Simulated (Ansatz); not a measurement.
This run works on a generated trial structure, not on a known crystal.

Input and command of a plane-wave DFT calculation in Ansatz:

```yaml
crystal:
  lattice:
    - [-1.80862934, 1.80862934, 5.83848971]
    - [1.80862934, -1.80862934, 5.83848971]
    - [1.80862934, 1.80862934, -5.83848971]
  atoms:
    - { symbol: Hf, position: [0.142248, 0.142248, 0.0] }
    - { symbol: Hf, position: [0.857752, 0.857752, 0.0] }
    - { symbol: Nb, position: [0.5, 0.5, 0.0] }
    - { symbol: O, position: [0.64450002, 0.64450002, 0.0] }
    - { symbol: O, position: [0.35549998, 0.35549998, 0.0] }
basis:
  ecutwfc: 420
kpoints:
  mp_grid: { grid: [6, 6, 6] }
hamiltonian:
  xc: pbe
scf:
  occupations: { method: gaussian, width: 0.2 }
  lower_state_search: "off"
output:
  forces: true
  stress: true
  eigenvalues: true
relax:
  adjacent_minimum: "off"
  f_tol: 0.08
  max_steps: 16
  cell: { stress_tol: 0.8 }
```

```bash
ansatz run input.yaml --threads 1 --pin off --max-ram 2560MiB --backend cpu --events-out ev --progress --plain --runs-dir out
```

Processor: Intel(R) Xeon(R) Processor @ 2.70GHz, 1 thread, on a host shared with other jobs.

Estimate time, memory and problem size.

About 78 s, peak memory 0.45 GiB. It solves 47 bands at 30 k points (after reduction by symmetry) with about 1331 plane waves (on the last cell), in 88 SCF iterations over 11 ionic steps.
